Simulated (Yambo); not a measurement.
TlIO$_{3}$ (space group R3m, No. 160), G0W0@PBEsol in Yambo with this input:

```
rim_cut
gw0
dyson
el_el_corr
HF_and_locXC
ppa
em1d
RandQpts= 1000000
RandGvec= 1 Ry
EXXRLvcs= 84 Ry
VXCRLvcs= 336 Ry
Chimod= "HARTREE"
% BndsRnXp
 1 | 268 |
%
NGsBlkXp= 7 Ry
% LongDrXp
 1.0 | 1.0 | 1.0 |
%
PPAPntXp= 27.2114 eV
% GbndRnge
 1 | 268 |
%
GTermKind= "BG"
DysSolver= "n"
ExtendOut
```

On a 2×2×2 mesh, with wavefunctions cut at 84 Ry, the gap (Z → Z) is 4.355 eV and the valence edge shifts by -0.682 eV.

Q: What happens with this change: pole fitted at 15 eV?

A: The gap falls by 0.049 eV, to 4.306 eV; the shift of the valence edge becomes -0.604 eV. Neither run is shown to be the converged limit. The mesh misses a band edge: along a dense path the PBEsol gap is 2.76 eV against 2.82 eV on the mesh.

The standard potential for Tl keeps a d shell in the valence without the s and p states of that shell. In tests on such compounds this moved G0W0 gaps by up to about 0.9 eV, so absolute quasiparticle energies here are unreliable; differences between settings are what counts.

Spin-orbit coupling is included.

Geometry relaxed with PBE+D3(BJ); primitive cell a = b = c = 4.667 Å, α = β = γ = 88.79°.

The structure is a Materials Project entry; no match was found in the copy of COD used, and its stability was not checked.

A shift is the quasiparticle energy of the state minus its PBEsol energy.
